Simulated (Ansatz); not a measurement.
BePd (CsCl type, Pm-3m) under volume change, the program Ansatz at the PBE level (PAW), shape and atoms relaxed at each volume.

| V (Å³/atom) | E − E(relaxed) (meV/atom) | P (GPa) |
|---|---|---|
| 10.296 | 59.3 | 20.37 |
| 10.635 | 24.8 | 12.41 |
| 10.975 | [?] | [?] |
| 11.314 | 0.0 | 0.00 |
| 11.654 | 5.2 | -4.80 |
| 11.993 | [?] | [?] |
| 12.333 | 42.3 | -12.28 |

**Question.** Some entries are withheld; supply them.

**Answer.** 
- 10.975, E − E(relaxed) (meV/atom): 5.8
- 10.975, P (GPa): 5.68
- 11.993, E − E(relaxed) (meV/atom): 19.8
- 11.993, P (GPa): -8.86

**Question.** What does a third-order Birch–Murnaghan fit give for V₀, B₀ and B′?

**Answer.** V₀ = 11.31 Å³/atom, B₀ = 174 GPa, B′ = 4.6.

A made-up cell: these elements were put on the sites of a structure type; the Crystallography Open Database files this formula in space group No. 221, but the cells were not matched. Its standing as an ambient phase is unchecked. The PBE relaxation kept the symmetry of its start; whether a distortion lowers the energy is not shown. No spin polarisation was allowed.

Potentials: the earlier of the program's two PAW sets.
